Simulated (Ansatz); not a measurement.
TaGa₃ in space group I4/mmm (No. 139; Ta on 2a, Ga on 2b, Ga on 4d) under volume change, LDA in the plane-wave PAW code Ansatz, shape and atoms relaxed at each volume.

```json
[
 {"V (Å³/atom)": "13.615", "E − E(relaxed) (meV/atom)": "68.3", "P (GPa)": "17.79"},
 {"V (Å³/atom)": "14.063", "E − E(relaxed) (meV/atom)": "28.5", "P (GPa)": "10.82"},
 {"V (Å³/atom)": "14.512", "E − E(relaxed) (meV/atom)": "6.7", "P (GPa)": "4.93"},
 {"V (Å³/atom)": "14.961", "E − E(relaxed) (meV/atom)": "0.0", "P (GPa)": "0.00"},
 {"V (Å³/atom)": "15.410", "E − E(relaxed) (meV/atom)": "6.0", "P (GPa)": "-4.15"},
 {"V (Å³/atom)": "15.859", "E − E(relaxed) (meV/atom)": "22.7", "P (GPa)": "-7.67"},
 {"V (Å³/atom)": "16.308", "E − E(relaxed) (meV/atom)": "48.4", "P (GPa)": "-10.62"}
]
```

Question: What does a third-order Birch–Murnaghan fit give for V₀, B₀ and B′?

Answer: V₀ = 14.96 Å³/atom, B₀ = 151 GPa, B′ = 4.7.

The workflow started from a Materials Project entry (that database holds measured and hypothetical structures alike); the Crystallography Open Database files this formula in space group No. 139, but the cells were not matched. Its standing as an ambient phase is unchecked. Symmetry was held in the LDA relaxation; of distortions, only those at the zone centre were tested. The run is not spin-polarised. Spin–orbit coupling is left out wherever it is not named.

Potentials: the later of the program's two PAW sets.
